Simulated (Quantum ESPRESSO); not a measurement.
# Moving one atom in InAl2GaP4

The results below are calculated, not measured. They come from pw.x of Quantum ESPRESSO 7.5, a plane-wave density functional program, with PseudoDojo standard norm-conserving files (v0.5 for PBE, v0.4.1 for LDA and PBEsol). The cells are made up: elements, strain and atom displacements were drawn at random, and nothing was relaxed. There is no spin polarisation, spin-orbit coupling or dispersion term.

The cell has 8 sites of a zincblende or diamond lattice. Sites 1 to 4 hold In Al Ga Al; sites 5 to 8 hold P P P P. Cell vectors in Å: (5.680, -0.071, -0.072); (-0.071, 5.605, 0.076); (-0.072, 0.076, 5.708). Settings: PBE, cutoff 1088 eV, 4 x 4 x 4 k mesh shifted by half a step, Fermi-Dirac smearing of 0.025 eV.

Each run shifts the Ga atom on site 3 along x and leaves all else fixed. Site 6 is one of its nearest neighbours. E is the free energy of the cell above the lowest run shown.

| run | shift (Å) | Fx on site 3 (eV/Å) | Fx on site 6 (eV/Å) | P (GPa) | E (meV) |
| --- | --- | --- | --- | --- | --- |
| 1 | -0.0748 | -0.112 | 0.900 | -0.79 | 0.0 |
| 2 | -0.0679 | -0.163 | 0.914 | -0.80 | 0.9 |
| 3 | -0.0556 | -0.253 | 0.938 | -0.80 | 3.5 |
| 4 | -0.0447 | -0.333 | 0.958 | -0.80 | 6.7 |
| 6 | 0.0342 | -0.904 | 1.095 | -0.77 | 55.6 |
| 7 | 0.0541 | -1.045 | 1.126 | -0.75 | 75.0 |
| 5 | 0.0208 | ? | ? | ? | ? |

A rerun of one of these cells at 1377 eV and k mesh 6 x 6 x 6 moved values by no more than 0.006 eV in the cell's energy, 0.02 GPa in stress and 0.002 eV/Å in force.

## Worked fit

A parabola through the six runs shown gives Fx on site 3 = -0.658 - 7.22 u + 1.1 u² eV/Å, with u in Å and a scatter of 0.001 eV/Å. Minus the slope, 7.22 ± 0.02 eV/Å², is this atom's force constant along x at u = 0, with its periodic images moving too. The fitted force does not vanish within the range. The error is the larger of the fit's own and the change that a cubic makes, rounded up.

## Withheld run

Question: what Fx on site 3 should run 5 give?

The fit gives -0.808 eV/Å. The calculation gave -0.808 eV/Å.

```
run  shift (Å)  Fx on site 3 (eV/Å)  Fx on site 6 (eV/Å)  P (GPa)  E (meV)
  5     0.0208               -0.808                1.073    -0.78     44.2
```